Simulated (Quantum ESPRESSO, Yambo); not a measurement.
At a photon energy of 12.25 eV, RPA with local fields on PBEsol bands shifted by a G0W0 scissor of 3.54 eV (Quantum ESPRESSO and Yambo; 4×4×4 mesh, 133 bands, 3 Ry local-field block, 0.2 eV broadening) gives ε = 3.21 + 1.46i for Rb₂LiYF₆ (space group Fm-3m, No. 225), field along x.

Q: Work out n, κ, the normal-incidence reflectivity, the absorption coefficient and the penetration depth.

A: 
|ε| = 3.53; n = √((|ε| + ε1)/2) = 1.84, κ = √((|ε| − ε1)/2) = 0.40. R = ((n − 1)² + κ²)/((n + 1)² + κ²) = 0.10. α = 2Eκ/(ħc) with ħc = 197.327 eV nm: 0.0494 per nm = 4.9 × 10⁵ per cm, a 1/e depth of 20 nm. The computed direct gap is 10.28 eV, and the energy scale of the real crystal may differ from it. Excitonic effects are left out, and values at one energy depend on mesh and broadening. The scissor comes from a G0W0 run whose convergence isn't established. Convergence of the RPA response with its 4×4×4 mesh was not tested.

Geometry of the Materials Project entry, not relaxed at this level; primitive cell a = b = c = 6.161 Å, α = β = γ = 60.00°.

The structure is a Materials Project entry; no match was found in the copy of COD used, and its stability was not checked.
